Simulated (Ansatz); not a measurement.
YF2:
```yaml
crystal:
  lattice:
    - [3.39099, 0.00000, 0.00000]
    - [-1.69550, 2.93668, 0.00000]
    - [0.00000, 0.00000, 9.36014]
  atoms:
    - { symbol: Y, position: [0.00000, 0.00000, 0.25000] }
    - { symbol: Y, position: [0.00000, 0.00000, 0.75000] }
    - { symbol: F, position: [0.33333, 0.66667, 0.38734] }
    - { symbol: F, position: [0.66667, 0.33333, 0.61266] }
    - { symbol: F, position: [0.66667, 0.33333, 0.88734] }
    - { symbol: F, position: [0.33333, 0.66667, 0.11266] }
```

Relaxed with r²SCAN+D4. Special points in fractions of this cell's reciprocal vectors: Γ (0.000, 0.000, 0.000); M (0.500, 0.000, 0.000); K (0.333, 0.333, 0.000); A (0.000, 0.000, 0.500); L (0.500, 0.000, 0.500); H (0.333, 0.333, 0.500).

Q: List the band energies nearest the Fermi level at these points for DFT-r²SCAN+D4 in the program Ansatz with PAW potentials.

A: In eV from the Fermi level; about four levels below and three above (degenerate sets whole), none deeper than 8.9 eV; points with the same levels are listed once.

| k | below | above |
|---|---|---|
| Γ | -7.54 -7.54 -7.45 -6.41 -0.50 | 0.26 1.40 2.72 2.72 |
| M | -7.32 -7.07 -6.62 -0.22 | 0.00 2.67 2.69 |
| K | -7.51 -7.51 -7.18 -6.90 -6.90 | 0.16 0.16 2.14 |
| A | -6.84 -6.84 -0.10 -0.10 | 1.77 1.77 2.73 2.73 2.73 2.73 |
| L | -6.86 -6.86 -0.11 -0.11 | 2.73 2.73 3.17 3.17 |
| H | -7.35 -7.35 -6.83 -6.83 | 0.16 0.16 2.59 2.59 |

Space group P6_3/mmc. The start of the workflow was typed in or built on a structure type; neither database checked (COD, Materials Project) lists it. Whether it is the stable phase at ambient conditions was not checked. The r²SCAN+D4 relaxation kept the symmetry of its start; its stability against distortions is not shown here. The run is not spin-polarised. Spin–orbit coupling is left out wherever it is not named.

Potentials: the earlier of the program's two PAW sets. The files were generated under PBE; for other functionals the program regenerates the frozen cores, and for LDA and PBEsol the local potential too.
